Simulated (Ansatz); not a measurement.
Al2BN3, ordered on the zincblende lattice with 6 atoms a cell, 6 atoms and 24 valence electrons in a cell of about 53 Å³, was run 6 times in the PAW code Ansatz, each time on 4 threads of Arm Neoverse V1 (shared host).

```
                 run    k mesh  irreducible k  cutoff (eV)  plane waves  bands  SCF iterations  wall time  peak host memory (GiB)
     relaxation, PBE  12×12×12            163          420         1049     18              61       37 s                    0.39
  relaxation, r2SCAN  12×12×12            163          500         1339     18              25       40 s                    0.53
          bands, PBE  12×12×12            163          420         1041     17               6      6.1 s                     0.4
single point, r2SCAN  12×12×12            163          500         1339     17               7       12 s                    0.51
 single point, HSE06     8×8×8             59          420         1041     17              13    3.4 min                     3.9
  single point, PBE0     8×8×8             59          420         1041     17              13    3.5 min                     3.9
```

The slowest run (single point, PBE0) took about 30 times as long as the quickest (bands, PBE).
